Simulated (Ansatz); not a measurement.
YSi₃Ir in space group I4mm (No. 107; Y on 2a, Si on 2a, Si on 4b, Ir on 2a), the program Ansatz at the PBE level (PAW), all energies at zero smearing, with the estimated change up to a 700 eV cutoff added, with one set of potentials and settings (totals compare only within such a set). Cell of 5 atoms (1 Y, 3 Si, 1 Ir): -17695.350 eV.

```csv
element,reference phase,E (eV/atom)
Y,"P6_3/mmc, 2 atoms in the cell",-3848.6668
Si,"Fd-3m, 2 atoms in the cell",-635.8096
Ir,"Fm-3m, 1 atoms in the cell",-11935.3137
```

Formation energy per atom, worked out: (-17695.350 − 1×(-3848.6668) − 3×(-635.8096) − 1×(-11935.3137))/5 = -0.788 eV/atom (-76 kJ per mol of atoms), at 0 K, without zero-point energy or fitted corrections.

The first step of the workflow began from a Materials Project structure, measured or hypothetical; the Crystallography Open Database copy checked does not list it. Whether it is the stable phase at ambient conditions was not checked. The PBE relaxation kept the symmetry of its start; its stability against distortions is not shown here. No spin polarisation was allowed. The references are the lowest solids computed at this level, not always the standard phases. Spin–orbit coupling is left out wherever it is not named.

Potentials: the later of the program's two PAW sets.
